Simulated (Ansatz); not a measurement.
Input:

MoRu:
```
MoRu
1.0
    2.72328     0.00000     0.00000
   -1.36164     2.35843     0.00000
    0.00000     0.00000     4.37407
Mo Ru
1 1
Direct
  0.66667   0.33333   0.00000
  0.33333   0.66667   0.50000
```

This is the LDA-relaxed structure. Tensor components refer to the Cartesian frame of this cell.

Task: All from the program Ansatz at the LDA level (PAW), unless another level is named. Estimate the Debye temperature from the elastic constants.

Result: 471 K.

Task: What about the highest zone-centre frequency?

Result: 173 cm⁻¹.

Task: What about the elastic constants (relaxed ions, GPa)?

Result: C11 = 494, C12 = 257, C13 = 191, C33 = 596, C44 = 128.

Space group P-6m2. The workflow started from a Materials Project entry (that database holds measured and hypothetical structures alike); the Crystallography Open Database copy checked does not list it. With Mo and Ru taken as one species the cell has the higher symmetry P6_3/mmc, so it may be an ordered model of a mixed-site phase. Whether it is the stable phase at ambient conditions was not checked. The cell was relaxed with LDA under the symmetry of its start; of distortions, only those at the zone centre were tested. No spin polarisation was allowed. As this level gives no gap, shear constants depend on the k-mesh and smearing (Fermi–Dirac, 0.1 eV here). As this level gives no gap, phonon frequencies hold no LO–TO term and depend on the k-mesh and smearing (Fermi–Dirac, 0.1 eV here). On the denser mesh and wider smearing of the elastic run this cell carries a stress of 0.5 GPa.

Potentials: the later of the program's two PAW sets.
